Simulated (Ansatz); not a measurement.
A geometry of MoS2 away from equilibrium: step 4 of the relaxation of a relaxed MoS2 cell with every coordinate shifted by Gaussian noise of σ = 0.3 Å. These are PBE (plane waves to 420 eV, PAW, scalar-relativistic; Ansatz, a program for electronic structure) values and carry that method's errors. Γ-centred k-mesh 8×8×8 on the run's cell (coarser than for final values), Fermi–Dirac smearing 0.05 eV.

```xyz
3
Lattice="1.4748 0.8507 7.3415 -1.7202 0.8497 7.3944 -0.1236 -1.9158 7.3947" Properties=species:S:1:pos:R:3:forces:R:3 pbc="T T T" free_energy=-6762.736 pressure_GPa=-2.7
Mo    -0.2696    -0.1001    22.3342    1.6353   -0.2602   -0.0935
S      0.0047     0.0070    16.5512   -1.0522   -0.1015   -0.4768
S     -0.1122    -0.0901    13.3620   -0.5832    0.3617    0.5705
```

Positions in Å, forces in eV/Å, free energy of the cell in eV (comparable only within this code, potentials and settings). Largest force: 1.66 eV/Å, on Mo1 (atoms numbered as listed); the geometry lies 0.04 eV/atom above the end of its relaxation.

No spin polarisation in the result. No dispersion correction is included, so spacings between layers, chains or molecules are soft and tend to come out too large.

The end of the path is a generated cell of MoS2: the first start was made by placing the elements on the sites of a structure type, and the end was not matched to a known phase here, so it may be hypothetical. Known forms of MoS2 include space group No. 160, 194.
